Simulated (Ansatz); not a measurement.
One stationary structure of AlN. Space group Fm-3m (No. 225), rock salt type. Method: r2SCAN (plane waves to 500 eV, PAW, scalar-relativistic; Ansatz, an electronic-structure program).

Space group Fm-3m (No. 225); a = b = c = 4.0377 Å, α = β = γ = 90.00°

```tsv
atom	site	symmetry	x	y	z
Al	4a	m-3m	0.0000	0.0000	0.0000
N	4b	m-3m	0.5000	0.5000	0.5000
```
(The calculation used a cell of 2 atoms; values per cell refer to that cell.)

### Question
Give the band gap at the level r2SCAN.

### Answer
5.52 eV, indirect (valence top at Γ, conduction bottom at X) (no spin-orbit coupling).

### Question
What is the computed smallest direct gap (r2SCAN)?

### Answer
6.53 eV at Γ.

No spin polarisation in the result.

The run could not lose the symmetry of its start; a randomly shaken copy of 4 atoms returns to this structure.

All atoms sit on sites fixed by symmetry, so only the cell could relax.

The relaxed structure has the type that AlN is known to take under pressure; here it was relaxed at zero pressure, from a generated start.
